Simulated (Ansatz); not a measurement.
An Ansatz input:

```yaml
crystal:
  lattice:
    - [-3.4932349883, 3.4951065301, 1.8837132953]
    - [3.4951065301, -3.4932349883, 1.8837132953]
    - [3.4965526998, 3.4965526998, -1.8802855631]
  atoms:
    - { symbol: Sr, position: [0.0001063795, 0.9998936205, 1.0] }
    - { symbol: Sr, position: [0.7498936205, 0.2501063795, 0.5] }
hamiltonian:
  xc: pbesol
  pseudopotentials:
    kind: paw
    azcp:
      Sr: "pseudopotentials/Sr.paw.azcp"
basis:
  ecutwfc: 420
  fft_grid_basis: typed
kpoints:
  mp_grid: { grid: [10, 10, 7], shift: [0, 0, 0] }
magnetization:
  spin_polarized: false
scf:
  occupations: { method: fermi_dirac, width: 0.1 }
  lower_state_search: "off"
output:
  stress: true
```

Terminal output

```
Warning: the record states the generating functional pbe (its physics header spells it `PBE`), which answers neither for hamiltonian.xc's functional nor for the pbesol family's — results may be inconsistent (PPs are generated against a specific XC)
Engine: ansatz 0.2.0, aarch64-unknown-linux-gnu
Pseudopotentials: kind: paw
Pseudopotential: Sr, paw, valence charge 10, recommended cutoff 420 eV (normal) 
Functional definition: PBEsol
  exchange = pbesol_x
  correlation = pbesol_c
Crystal: 2 atoms, lattice volume = 92.082 Å³
Basis set: ecut = 420 eV, 1811 PW (Γ)
Bands: 14, of which v1, the nominal top of the filled ones, is band 10 counted from 1 (9 counted from 0)
Symmetry: 4 space group operations
Space group: C2/c (ITA 15), of the structure as read, at distance tolerance 4.5e-5 Å
k-points: 196 of 700
Non-local potential: Sr, projectors of the file, l = 0: 3, l = 1: 2, l = 2: 2
PAW form: soft (Blöchl's): semilocal exchange-correlation on the pseudo side does not see the compensation charge
PAW frozen core: Sr, regenerated for the run's functional, and the local potential with it (the file was generated under x = pbe(κ = 0.804, μ = 0.2195149727645171), c = pbe(β = 0.06672455060314922))
PAW one-centre angular grid: Sr, 110 points (default); XC on 64 Gauss nodes
Initial density: superposition of atomic densities (neutral atoms: chi_scale 0, normalization atom), corrected by the library's trained network
Initial wavefunctions: pseudopotential atomic-orbital guess
Functional: x = pbesol(κ = 0.804, μ = 0.12345679012345678), c = pbesol(β = 0.046)
SCF iter   1: F=—  HF=-6983.916683 eV  |F-HF|=—  |Δ(HF+E_count)|=         —  Δρ=1.88e-3  dr2=5.07e-3  ethr=1.77e-3  ⟨swp⟩=7.8  Hψ=19961  notcnv=0
SCF iter   2: F=—  HF=-6983.917128 eV  |F-HF|=—  |Δ(HF+E_count)|=   4.45e-4  Δρ=1.11e-3  dr2=2.39e-3  ethr=2.54e-5  ⟨swp⟩=2.1  Hψ=5751  notcnv=0
SCF iter   3: F=—  HF=-6983.916756 eV  |F-HF|=—  |Δ(HF+E_count)|=   3.71e-4  Δρ=3.11e-4  dr2=7.08e-5  ethr=1.20e-5  ⟨swp⟩=2.0  Hψ=3286  notcnv=0
SCF iter   4: F=—  HF=-6983.916754 eV  |F-HF|=—  |Δ(HF+E_count)|=   2.63e-6  Δρ=1.42e-4  dr2=1.01e-5  ethr=3.54e-7  ⟨swp⟩=2.0  Hψ=4466  notcnv=0
SCF iter   5: F=—  HF=-6983.916753 eV  |F-HF|=—  |Δ(HF+E_count)|=   6.08e-7  Δρ=2.03e-5  dr2=2.77e-7  ethr=5.04e-8  ⟨swp⟩=2.4  Hψ=4503  notcnv=0
SCF iter   6: F=-6983.916753 eV  HF=-6983.916753 eV  |F-HF|=4.99e-9  |Δ(HF+E_count)|=   3.49e-9  Δρ=4.78e-6  dr2=2.45e-8  ethr=5.00e-10  ⟨swp⟩=5.0  Hψ=10147  notcnv=0
SCF 1 converged in 6 iterations: F = -6983.916753 eV  dr2 = 2.45e-8
SCF converged after 6 iterations
Free energy (F): -6983.916753 eV
Harris-Foulkes:  -6983.916753 eV  (|F-HF|=4.99e-9)
Internal energy: -6983.836546 eV  (E = F + TS)
E sigma→0 (E₀):  -6983.876650 eV
Entropy (-TS):   -0.080207 eV (-40.103 meV/atom)
Fermi energy:    6.116960 eV
--- Per-component energies (eV) ---
  E_band       = -245.687333
  E_kinetic    = 486.484291
  E_local      = -1463.779093  (includes V_loc(G=0)·N_el)
  E_nonlocal   = 408.028350
  E_hartree    = 363.057607
  E_xc         = -340.481762
  E_vxc        = -319.302812  (∫ρ·V_xc dr)
  E_paw        = -5289.097817  (= ΣΔE_a)
  E_vpaw       = -83.234965  (= ΣTr[D̂ρ^β])
  E_aug_tail   = -0.000003  (compensation charges beyond the density's cutoff)
  E_ewald      = -1148.316815
  E_core_change = 0.268695  (= ΣΔE_core)
  E_smearing   = -0.080207  (= −TS)
  E_closure    = 0.000000  (closes the sum)
  Σ components = -6983.916753   (vs F -6983.916753, Δ=0.00e0)
--- Stress (GPa, compression-positive) ---
        1.284174       0.007228       0.002325
        0.007228       1.284174       0.002325
        0.002325       0.002325       1.387287
  P = ⅓ Tr σ = 1.3185 GPa (13.185 kbar)
```
